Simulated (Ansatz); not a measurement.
Compressing HfPbO₃: a fit and a missing row

HfPbO₃, Pm-3m, a = 4.119 Å. The structure is a Materials Project entry; whether it is the stable form wasn't checked. Ansatz: PBEsol, PAW, 420 eV, Γ-centred 8×8×8 mesh on 5 atoms, Gaussian smearing 0.02 eV; no spin polarisation. Symmetry fixes shape and atoms, so the cell is only scaled; pressure is positive in compression.

```
V (Å³/atom) P (GPa)
     12.298        ?
     12.717    20.41
     13.137    12.48
     13.556     5.73
     13.975     0.00
     14.395    -4.89
     14.814    -9.03
     15.373   -13.61
```

Problem. Take V0 = 13.975 Å³/atom, fit the third-order Birch–Murnaghan form to the other rows, and predict the missing pressure.

Solution. With the Eulerian strain f = ½[(V0/V)^(2/3) − 1] and y = P/[3f(1 + 2f)^(5/2)], the form is the line y = B0 + 1.5 B0 (B0′ − 4) f. Rows (f, y): 0.03245, 179.2; 0.02104, 178.4; 0.01025, 177.1; -0.00977, 175.3; -0.01906, 174.0; -0.03079, 172.7. Means f = 0.0006867, y = 176.12; Σ(Δf)² = 0.003005, ΣΔfΔy = 0.3117; the slope is their ratio. y = 176.0 + 103.7 f GPa, so B0 = 176.0 GPa and B0′ = 4 + 2 × (103.7)/(3 × 176.0) = 4.39. At V = 12.298, f = 0.04448, y = 180.61 and P = 29.82 GPa. The run gave 29.77 GPa, so the fit is 0.05 GPa too high, a small miss on the scale of the series.

Spin–orbit coupling is left out, which can shift energies with elements as heavy as these.

Symmetry holds off the tilts and polar distortions that many cubic perovskites undergo.